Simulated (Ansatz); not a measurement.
Below is a relaxed structure of KRb2. The cell was found from a structure generator's guess, not taken from experiment.

These are results of DFT PBE, scalar-relativistic, plane waves, PAW (Ansatz), not measurements. Cutoff 420 eV, Γ-centred mesh, Gaussian smearing, no spin polarisation.

```
CELL_PARAMETERS angstrom
-3.80793 3.80793 5.21916
3.80793 -3.80793 5.21916
3.80793 3.80793 -5.21916
ATOMIC_POSITIONS crystal
K 0.50000 0.50000 0.00000
Rb 0.75000 0.25000 0.50000
Rb 0.25000 0.75000 0.50000
```

The zero of energy is the elements' standard structures at the same level; no fitted shifts are applied.

Q: Find its symmetry and describe it.

A: I4/mmm (No. 139). Conventional cell: a = 7.616 Å, c = 10.438 Å. Around K lie 8 Rb at 4.62 Å; around Rb lie 4 K at 4.62 Å and 6 Rb at 5.22–5.39 Å.

Q: What is its formation energy per atom?

A: +0.10 eV/atom. It can't be a ground state, since the elements alone are lower.

Q: Is it a metal?

A: Yes, bands cross the Fermi level on the 10×10×10 mesh.

The last run used a 10×10×10 mesh for its 3-atom cell and Gaussian smearing of 0.10 eV. A structure relaxed within its symmetry needn't be a true minimum. Another cell of KRb2 relaxed alike, in R-3m, lies 101 meV/atom lower, so this cell isn't the stable form at this level.
